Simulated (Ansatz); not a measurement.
Given:

Ba3ZnN2O:
Space group P4/mmm (No. 123); a = 4.1074 Å, b = 4.1074 Å, c = 9.1667 Å, α = 90.00°, β = 90.00°, γ = 90.00°

```
atom  site  symmetry       x       y       z
----  ----  --------  ------  ------  ------
Ba      2g       4mm  0.0000  0.0000  0.2182
Ba      1d     4/mmm  0.5000  0.5000  0.5000
Zn      1c     4/mmm  0.5000  0.5000  0.0000
N       2h       4mm  0.5000  0.5000  0.1989
O       1b     4/mmm  0.0000  0.0000  0.5000
```

This is the r²SCAN-relaxed structure.

Q: All from plane-wave PAW r²SCAN (Ansatz code), unless another level is named. Predict the band gap.

A: 0.67 eV (direct).

Q: And the gap with spin–orbit coupling?

A: 0.59 eV.

Q: Predict the weight of the valence-edge state by species (Voronoi cells).

A: N 83 %, Ba 11 %, Zn 6 %.

The first step of the workflow began from a Materials Project structure, measured or hypothetical; the Crystallography Open Database copy checked does not list it. Whether it is the stable phase at ambient conditions was not checked. The cell was relaxed with r²SCAN under the symmetry of its start; its stability against distortions is not shown here. Spin–orbit coupling is left out wherever it is not named.

Potentials: the later of the program's two PAW sets.
